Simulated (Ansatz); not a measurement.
BN:
```
CELL_PARAMETERS angstrom
      2.54102     0.00000     0.00000
     -1.27051     2.20059     0.00000
      0.00000     0.00000     4.20330
ATOMIC_POSITIONS crystal
  B  0.66667 0.33333 0.99973
  B  0.33333 0.66667 0.49973
  N  0.66667 0.33333 0.62527
  N  0.33333 0.66667 0.12527
```

Relaxed with PBEsol. Special points in fractions of this cell's reciprocal vectors: Γ (0.000, 0.000, 0.000); M (0.500, 0.000, 0.000); K (0.333, 0.333, 0.000); A (0.000, 0.000, 0.500); L (0.500, 0.000, 0.500); H (0.333, 0.333, 0.500).

### Question
List the band energies nearest the valence-band maximum at these points for plane-wave PAW PBEsol (Ansatz code).

### Answer
In eV from the valence-band maximum; about four levels below and three above (degenerate sets whole), none deeper than 8.9 eV; points with the same levels are listed once.

```json
[
 {"k": "Γ", "below": "-2.15 -2.15 -0.28 0.00 0.00", "above": "8.34 8.34 8.57"},
 {"k": "M", "below": "-6.99 -5.05 -4.51 -2.13", "above": "6.59 7.83 10.56"},
 {"k": "K", "below": "-7.25 -7.25 -5.53 -5.49 -5.49", "above": "4.96 13.50 13.50"},
 {"k": "A", "below": "-1.19 -1.19 -1.19 -1.19", "above": "9.47 9.47 9.90 9.90 9.90 9.90"},
 {"k": "L", "below": "-3.82 -3.82 -3.61 -3.61", "above": "6.47 6.47 9.98 9.98"},
 {"k": "H", "below": "-7.87 -7.87 -3.07 -3.07", "above": "9.28 9.28 10.03 10.03"}
]
```

Space group P6_3mc (wurtzite). The PBEsol relaxation kept the symmetry of its start.

Potentials: the later of the program's two PAW sets.
